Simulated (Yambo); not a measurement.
SrCuSeF (space group P4/nmm, No. 129), G0W0@LDA (Yambo, plasmon pole, terminator in G, 4×4×1 mesh): gap Γ → Γ in eV by bands and screening block.

| bands (W and G) | 2 Ry | 3 Ry | 4 Ry | 5 Ry | 6 Ry |
|---|---|---|---|---|---|
| 71 | 3.26 | 3.09 | 2.93 | 2.90 | 2.85 |
| 92 | 2.89 | 2.71 | 2.55 | 2.52 | 2.48 |
| 119 | 2.73 | 2.55 | [?] | 2.37 | 2.33 |
| 153 | [?] | 2.47 | [?] | 2.29 | 2.25 |
| 187 | 2.61 | 2.43 | 2.27 | 2.25 | 2.22 |

Q: Estimate the withheld gaps from their neighbours; the computed values follow.

A: 
- 119, 4 Ry: 2.39
- 153, 2 Ry: 2.65
- 153, 4 Ry: 2.31

The largest settings aren't shown to be the converged limit.

The standard potential for Se keeps a d shell in the valence without the s and p states of that shell. In tests on such compounds this moved G0W0 gaps by up to about 0.9 eV, so absolute quasiparticle energies here are unreliable; differences between settings are what counts.

Spin-orbit coupling is not included.

Geometry of the Materials Project entry, not relaxed at this level; primitive cell a = b = 4.094 Å, c = 8.901 Å, α = β = γ = 90.00°.
